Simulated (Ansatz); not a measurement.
A geometry of SnTe away from equilibrium: the start of the relaxation of a generated cell, SnTe placed in the 6H structure type. These are r2SCAN (plane waves to 500 eV, PAW, scalar-relativistic; Ansatz, an electronic-structure program) values and carry that method's errors. Γ-centred k-mesh 5×5×1 on the run's cell (coarser than for final values), Fermi–Dirac smearing 0.05 eV.

```xyz
12
Lattice="4.8829 0.0000 0.0000 -2.4415 4.2287 0.0000 0.0000 0.0000 23.9603" Properties=species:S:1:pos:R:3:forces:R:3 pbc="T T T" free_energy=-78199.829 pressure_GPa=3.5
Sn     0.0000     0.0000     0.0000    0.0000    0.0000   -0.0854
Sn     0.0000     0.0000    11.9801    0.0000    0.0000   -0.0854
Sn     2.4415     1.4096    19.9649    0.0000    0.0000   -0.0790
Sn     0.0000     2.8192     7.9848    0.0000    0.0000   -0.0790
Sn     2.4415     1.4096     3.9894    0.0000    0.0000    0.0271
Sn     0.0000     2.8192    15.9695    0.0000    0.0000    0.0271
Te     0.0000     0.0000    20.9556    0.0000    0.0000    0.1747
Te     0.0000     0.0000     8.9755    0.0000    0.0000    0.1747
Te     2.4415     1.4096    16.9603    0.0000    0.0000    0.0630
Te     0.0000     2.8192     4.9801    0.0000    0.0000    0.0630
Te     2.4415     1.4096     0.9944    0.0000    0.0000   -0.1005
Te     0.0000     2.8192    12.9745    0.0000    0.0000   -0.1005
```

Positions in Å, forces in eV/Å, free energy of the cell in eV (comparable only within this code, potentials and settings). Largest force: 0.17 eV/Å, on Te7, Te8 (atoms numbered as listed); the geometry lies 0.19 eV/atom above the end of its relaxation.

No spin polarisation in the result.

The run could not lower the symmetry of its start; a shaken copy of this end point relaxes with r2SCAN to Imm2 (No. 44), 146 meV/atom lower.

The end of the path is a generated cell of SnTe: the first start was made by placing the elements on the sites of a structure type, and the end was not matched to a known phase here, so it may be hypothetical. Known forms of SnTe include space group No. 225.
